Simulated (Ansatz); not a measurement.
Input:

TiAl:
```xyz
2
Lattice="2.8496 0.0000 0.0000 -1.4248 2.4678 0.0000 0.0000 0.0000 4.6171" Properties=species:S:1:pos:R:3 pbc="T T T"
Ti     0.0000     0.0000     0.0000
Al     0.0000     1.6452     2.3085
```

This is the PBEsol-relaxed structure.

Task: All from the program Ansatz at the PBEsol level (PAW), unless another level is named. Predict the formation energy from the elements (no fitted shifts).

Result: -0.24 eV/atom.

Task: And the density of states at the Fermi level?

Result: 1.4 states/eV per atom (mean over ±0.08 eV).

Space group P-6m2. The first step of the workflow began from a Materials Project structure, measured or hypothetical; the Crystallography Open Database copy checked does not list it. With Ti and Al taken as one species the cell has the higher symmetry P6_3/mmc, so it may be an ordered model of a mixed-site phase. It is not the phase usual at ambient conditions (space group No. 123). The cell was relaxed with PBEsol under the symmetry of its start; of distortions, only those at the zone centre were tested. The run is not spin-polarised. The references are the lowest solids computed at this level, not always the standard phases.

Potentials: the later of the program's two PAW sets.
